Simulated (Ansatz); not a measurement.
Ansatz input file:

```yaml
crystal:
  lattice:
    - [6.3334522218, 0.0, 0.0]
    - [0.0, 6.3334522218, 0.0]
    - [0.0, 0.0, 6.3334522218]
  atoms:
    - { symbol: Mn, position: [0.1786527144, 0.8213472856, 0.3213472856] }
    - { symbol: Mn, position: [0.3213472856, 0.1786527144, 0.8213472856] }
    - { symbol: Mn, position: [0.8213472856, 0.3213472856, 0.1786527144] }
    - { symbol: Mn, position: [0.6786527144, 0.6786527144, 0.6786527144] }
    - { symbol: Mn, position: [0.5713472856, 0.4286527144, 0.9286527144] }
    - { symbol: Mn, position: [0.4286527144, 0.9286527144, 0.5713472856] }
    - { symbol: Mn, position: [0.9286527144, 0.5713472856, 0.4286527144] }
    - { symbol: Mn, position: [0.0713472856, 0.0713472856, 0.0713472856] }
    - { symbol: Al, position: [0.7963345715, 0.9536654285, 0.375] }
    - { symbol: Al, position: [0.7036654285, 0.0463345715, 0.875] }
    - { symbol: Al, position: [0.2036654285, 0.4536654285, 0.125] }
    - { symbol: Al, position: [0.2963345715, 0.5463345715, 0.625] }
    - { symbol: Al, position: [0.9536654285, 0.375, 0.7963345715] }
    - { symbol: Al, position: [0.0463345715, 0.875, 0.7036654285] }
    - { symbol: Al, position: [0.4536654285, 0.125, 0.2036654285] }
    - { symbol: Al, position: [0.5463345715, 0.625, 0.2963345715] }
    - { symbol: Al, position: [0.375, 0.7963345715, 0.9536654285] }
    - { symbol: Al, position: [0.875, 0.7036654285, 0.0463345715] }
    - { symbol: Al, position: [0.125, 0.2036654285, 0.4536654285] }
    - { symbol: Al, position: [0.625, 0.2963345715, 0.5463345715] }
basis:
  ecutwfc: 420
kpoints:
  mp_grid: { grid: [6, 6, 6] }
  band_path:
    path:
      - [[0.0, 0.0, 0.0], [0.0, 0.5, 0.0], [0.5, 0.5, 0.0], [0.0, 0.0, 0.0], [0.5, 0.5, 0.5], [0.0, 0.5, 0.0]]
      - [[0.5, 0.5, 0.5], [0.5, 0.5, 0.0]]
    npoints: 10
hamiltonian:
  xc: pbesol
scf:
  occupations: { method: gaussian, width: 0.1 }
  n_extra_bands: 50
output:
  forces: true
  stress: true
  eigenvalues: true
  populations: true
  dos: { projected: true, de: 0.02, nscf_kmesh: { grid: [9, 9, 9] } }
  bader: false
  write_density: true
  write_potential: true
  elf: true
  volumetric_format: npy
```

Run as
```bash
ansatz run input.yaml --threads 4 --pin off --max-ram 10240MiB --backend cpu --events-out ev --progress --plain --runs-dir out
```

Level of theory: Ansatz 0.2.0, DFT PBEsol, scalar-relativistic, plane waves, PAW.

From the run's log, abridged (final results; tables in files aren't shown):

```
SCF 1 converged in 7 iterations: F = -37249.827766 eV  dr2 = 3.04e-8
SCF converged after 7 iterations
Free energy (F): -37249.827766 eV
Harris-Foulkes:  -37249.827766 eV  (|F-HF|=2.32e-8)
Internal energy: -37249.784442 eV  (E = F + TS)
E sigma→0 (E₀):  -37249.806104 eV
Entropy (-TS):   -0.043324 eV (-2.166 meV/atom)
Fermi energy:    13.221067 eV
--- Per-component energies (eV) ---
  E_band       = -1806.391048
  E_kinetic    = 2792.046554
  E_local      = -21844.802511  (includes V_loc(G=0)·N_el)
  E_nonlocal   = 2038.930577
  E_hartree    = 9584.204792
  E_xc         = -1407.002862
  E_vxc        = -1551.690153  (∫ρ·V_xc dr)
  E_paw        = -15608.436996  (= ΣΔE_a)
  E_vpaw       = -2409.303656  (= ΣTr[D̂ρ^β])
  E_aug_tail   = -0.000105  (compensation charges beyond the density's cutoff)
  E_ewald      = -12806.310763
  E_core_change = 1.586871  (= ΣΔE_core)
  E_smearing   = -0.043324  (= −TS)
--- Forces (eV/Å), atoms counted from 1 ---
  atom   1  Mn    -0.00172217     0.00172217     0.00172217
  atom   2  Mn     0.00172217    -0.00172217     0.00172217
  atom   3  Mn     0.00172217     0.00172217    -0.00172217
  atom   4  Mn    -0.00172217    -0.00172217    -0.00172217
  atom   5  Mn     0.00172217    -0.00172217    -0.00172217
  atom   6  Mn    -0.00172217    -0.00172217     0.00172217
  atom   7  Mn    -0.00172217     0.00172217    -0.00172217
  atom   8  Mn     0.00172217     0.00172217     0.00172217
  atom   9  Al     0.00055270    -0.00055270     0.00000000
  atom  10  Al    -0.00055270     0.00055270     0.00000000
  atom  11  Al    -0.00055270    -0.00055270     0.00000000
  atom  12  Al     0.00055270     0.00055270     0.00000000
  atom  13  Al    -0.00055270     0.00000000     0.00055270
  atom  14  Al     0.00055270     0.00000000    -0.00055270
  atom  15  Al    -0.00055270     0.00000000    -0.00055270
  atom  16  Al     0.00055270     0.00000000     0.00055270
  atom  17  Al     0.00000000     0.00055270    -0.00055270
  atom  18  Al     0.00000000    -0.00055270     0.00055270
  atom  19  Al     0.00000000    -0.00055270    -0.00055270
  atom  20  Al     0.00000000     0.00055270     0.00055270
--- Stress (GPa, compression-positive) ---
       -0.011422       0.000000       0.000000
        0.000000      -0.011422       0.000000
        0.000000       0.000000      -0.011422
  P = ⅓ Tr σ = -0.0114 GPa (-0.114 kbar)
--- Band table (eV; the first three rows and the last of 20) ---
  k-point 0: bands = ["-65.6766", "-65.6259", "-65.6259", "-65.6259", "-65.5750", "-65.5750", "-65.5750", "-65.5240", "-34.8405", "-34.8405", "-34.8286", "-34.8286", "-34.8286", "-34.6616", "-34.6616", "-34.6616", "-34.5309", "-34.5309", "-34.5309", "-34.4204", "-34.3928", "-34.3928", "-34.3928", "-34.3587", "-34.3587", "-34.3587", "-34.3459", "-34.3147", "-34.3147", "-34.3093", "-34.3093", "-34.3093", "1.9932", "5.1676", "5.1676", "5.1676", "5.8351", "5.8351", "5.8351", "8.0389", "8.0389", "8.0389", "8.5899", "8.5899", "8.6278", "8.6278", "8.6278", "9.1920", "9.2912", "9.2912", "9.2912", "9.9582", "9.9582", "9.9582", "10.3906", "10.5743", "10.5743", "10.7224", "10.7224", "10.7224", "11.2634 ...
  k-point 1: bands = ["-65.6749", "-65.6391", "-65.6242", "-65.6128", "-65.5882", "-65.5768", "-65.5618", "-65.5257", "-34.8401", "-34.8388", "-34.8314", "-34.8268", "-34.8227", "-34.7029", "-34.6585", "-34.6227", "-34.5690", "-34.5344", "-34.4938", "-34.4230", "-34.3920", "-34.3901", "-34.3884", "-34.3619", "-34.3611", "-34.3552", "-34.3462", "-34.3168", "-34.3144", "-34.3136", "-34.3127", "-34.3056", "2.0980", "4.4202", "5.2492", "5.4848", "5.6854", "5.8986", "6.5759", "7.3601", "7.5783", "8.0731", "8.2739", "8.5937", "8.7694", "8.8149", "8.8816", "9.2069", "9.4501", "9.5807", "9.6603", "9.8306", "9.8483", "9.9792", "10.0533", "10.5927", "10.6009", "10.6590", "10.7123", "10.8721", "11.1467 ...
  k-point 2: bands = ["-65.6698", "-65.6513", "-65.6191", "-65.6005", "-65.6005", "-65.5819", "-65.5495", "-65.5308", "-34.8390", "-34.8345", "-34.8344", "-34.8271", "-34.8054", "-34.7429", "-34.6486", "-34.6034", "-34.5893", "-34.5452", "-34.4632", "-34.4300", "-34.3868", "-34.3845", "-34.3813", "-34.3697", "-34.3588", "-34.3519", "-34.3473", "-34.3281", "-34.3191", "-34.3189", "-34.3088", "-34.3043", "2.4096", "3.6041", "5.4836", "5.7351", "5.8412", "6.0340", "6.6549", "6.9488", "7.5103", "7.5564", "7.7938", "8.7343", "8.7764", "8.9277", "9.3580", "9.3818", "9.4802", "9.6457", "9.7729", "9.8527", "9.8999", "9.9823", "10.0350", "10.4729", "10.6192", "10.6318", "10.9691", "11.0789", "11.1685 ...
  k-point 19: bands = ["-65.6445", "-65.6445", "-65.6445", "-65.6445", "-65.5564", "-65.5564", "-65.5564", "-65.5564", "-34.8254", "-34.8254", "-34.8254", "-34.8254", "-34.7399", "-34.7399", "-34.7399", "-34.7399", "-34.4713", "-34.4713", "-34.4713", "-34.4713", "-34.3750", "-34.3750", "-34.3750", "-34.3750", "-34.3392", "-34.3392", "-34.3392", "-34.3392", "-34.3296", "-34.3296", "-34.3296", "-34.3296", "4.3429", "4.3429", "4.3429", "4.3429", "5.1604", "5.1604", "5.1604", "5.1604", "9.1393", "9.1393", "9.1393", "9.1393", "9.5641", "9.5641", "9.5641", "9.5641", "9.8953", "9.8953", "9.8953", "9.8953", "10.1970", "10.1970", "10.1970", "10.1970", "10.5690", "10.5690", "10.5690", "10.5690", "11.0 ...
--- Löwdin populations: 20 sites ---
  site symbol q [e]
     0     Mn     14.6790
     1     Mn     14.6790
     2     Mn     14.6790
     3     Mn     14.6790
     4     Mn     14.6790
     5     Mn     14.6790
     6     Mn     14.6790
     7     Mn     14.6790
     8     Al      3.1042
     9     Al      3.1042
    10     Al      3.1042
    11     Al      3.1042
    12     Al      3.1042
    13     Al      3.1042
    14     Al      3.1042
    15     Al      3.1042
    16     Al      3.1042
    17     Al      3.1042
    18     Al      3.1042
    19     Al      3.1042
  spilling = 0.008445 (of n_electrons = 156.000000)
```

Self-consistency was reached.

The run took 44 s on 4 threads of Intel(R) Xeon(R) 6975P-C (Granite Rapids), on a shared host, peak memory 1.9 GiB.